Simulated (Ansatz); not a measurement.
An Ansatz (an electronic-structure program) run. Input:

Ansatz 0.2 input:
```yaml
crystal:
  lattice:
    - [-2.2809334894, 2.2809334894, 5.3138673415]
    - [2.2809334894, -2.2809334894, 5.3138673415]
    - [2.2809334894, 2.2809334894, -5.3138673415]
  atoms:
    - { symbol: Ge, position: [0.3811694443, 0.3811694443, 0.0] }
    - { symbol: Ge, position: [0.6188305557, 0.6188305557, 0.0] }
    - { symbol: Ag, position: [0.75, 0.25, 0.5] }
    - { symbol: Ag, position: [0.25, 0.75, 0.5] }
    - { symbol: Ba, position: [0.0, 0.0, 0.0] }
kpoints:
  mp_grid: { grid: [13, 13, 13] }
basis: { xc_grid: 2, fft_grid_basis: typed }
hamiltonian:
  xc: pbesol
  pseudopotentials: { kind: paw }
scf:
  occupations: { method: gaussian, width: 0.05 }
checkpoint: { read: metal.run }
output: { write_density: true, elf: true, volumetric_format: npy }
```

Output (shortened):

```
Pseudopotential: Ge, paw, valence charge 14
Pseudopotential: Ag, paw, valence charge 19
Pseudopotential: Ba, paw, valence charge 10
Functional definition: PBEsol
Crystal: 5 atoms, lattice volume = 110.585 Å³
Basis set: ecut = 420 eV, 2153 PW (Γ), exchange–correlation on 90×90×90 points (8 copies of the dense FFT grid, shifted against one another)
Bands: 46, of which v1, the nominal top of the filled ones, is band 38 counted from 1 (37 counted from 0)
Symmetry: 16 space group operations
Space group: I4/mmm (ITA 139), of the structure as read, at distance tolerance 4.8e-5 Å
k-points: 196 of 2197
Stability of the state it starts from, as read at its close in the unpolarized treatment …
iter 1 solved again at ethr=6.46e-7 eV; its pass at ethr=3.10e-3 eV (dr2=4.91e-4 eV) is discarded
SCF iter   1: F=—  HF=-29416.012117 eV  |F-HF|=—  |Δ(HF+E_count)|=         —  Δρ=3.73e-7  dr2=1.60e-10  ethr=6.46e-7  ⟨swp⟩=3.8  Hψ=61601  notcnv=0
preconditioner: auto → Kerker (q_TF=auto, 2.563 Å⁻¹)
SCF iter   2: F=—  HF=-29416.012183 eV  |F-HF|=—  |Δ(HF+E_count)|=   6.64e-5  Δρ=1.91e-7  dr2=5.39e-11  ethr=1.00e-12  ⟨swp⟩=9.2  Hψ=45234  notcnv=0
SCF iter   3: F=-29416.012183 eV  HF=-29416.012183 eV  |F-HF|=1.82e-11  |Δ(HF+E_count)|=  1.09e-11  Δρ=1.25e-7  dr2=2.66e-11  ethr=1.00e-12  ⟨swp⟩=1.1  Hψ=18852  notcnv=0
SCF 1 converged in 3 iterations: F = -29416.012183 eV  dr2 = 2.66e-11
SCF converged after 3 iterations
Free energy (F): -29416.012183 eV
Harris-Foulkes:  -29416.012183 eV  (|F-HF|=1.82e-11)
Internal energy: -29416.010123 eV  (E = F + TS)
E sigma→0 (E₀):  -29416.011153 eV
Entropy (-TS):   -0.002060 eV (-0.412 meV/atom)
Fermi energy:    12.190628 eV
--- Per-component energies (eV) ---
  E_band       = -865.655229
  E_kinetic    = 1447.488952
  E_local      = -11155.566591  (includes V_loc(G=0)·N_el)
  E_nonlocal   = 1060.362343
  E_hartree    = 4999.868072
  E_xc         = -686.036687
  E_vxc        = -736.293660  (∫ρ·V_xc dr)
  E_paw        = -16765.125109  (= ΣΔE_a)
  E_vpaw       = -1481.383864  (= ΣTr[D̂ρ^β])
  E_aug_tail   = 0.001181  (compensation charges beyond the density's cutoff)
  E_ewald      = -8319.635067
  E_core_change = 2.632784  (= ΣΔE_core)
  E_smearing   = -0.002060  (= −TS)
  E_closure    = 0.000000  (closes the sum)
  Σ components = -29416.012183   (vs F -29416.012183, Δ=0.00e0)
  [band-id]    e_kinetic+e_local+e_nonlocal+2·e_hartree+e_vxc+e_vpaw+e_augmentation_tail = -865.655496   (vs E_band -865.655229, Δ=-2.67e-4)
--- Band table (eV; the first three rows and the last of 196) ---
  k-point 0: bands = ["-79.9983", "-79.9962", "-43.5075", "-43.5038", "-43.4941", "-43.4941", "-43.4734", "-43.4734", "-14.9494", "-12.0629", "-11.9913", "-11.9913", "-11.9347", "-11.9290", "-11.9270", "-11.9215", "-11.9215", "-11.9180", "-11.8795", …
  k-point 1: bands = ["-79.9982", "-79.9963", "-43.5073", "-43.5039", "-43.4942", "-43.4928", "-43.4747", "-43.4733", "-14.9477", "-12.0629", "-11.9914", "-11.9914", "-11.9346", "-11.9290", "-11.9268", "-11.9216", "-11.9215", "-11.9181", "-11.8794", …
  k-point 2: bands = ["-79.9981", "-79.9964", "-43.5070", "-43.5042", "-43.4945", "-43.4893", "-43.4783", "-43.4731", "-14.9431", "-12.0629", "-11.9917", "-11.9916", "-11.9344", "-11.9289", "-11.9265", "-11.9219", "-11.9214", "-11.9183", "-11.8792", …
  k-point 195: bands = ["-79.9983", "-79.9962", "-43.5074", "-43.5038", "-43.4938", "-43.4938", "-43.4738", "-43.4737", "-14.9468", "-12.0632", "-11.9926", "-11.9926", "-11.9359", "-11.9271", "-11.9257", "-11.9203", "-11.9203", "-11.9198", "-11.8788", …
```

Cost: roughly 40 core-seconds on shared cores.

The workflow started from an entry of the Crystallography Open Database (COD). Its standing as an ambient phase is unchecked. The PBEsol relaxation kept the symmetry of its start; whether a distortion lowers the energy is not shown. No spin polarisation was allowed. Scalar-relativistic: spin–orbit coupling is off unless named, which matters more the heavier the elements.

Potentials: the later of the program's two PAW sets.

Ansatz is a plane-wave DFT program.
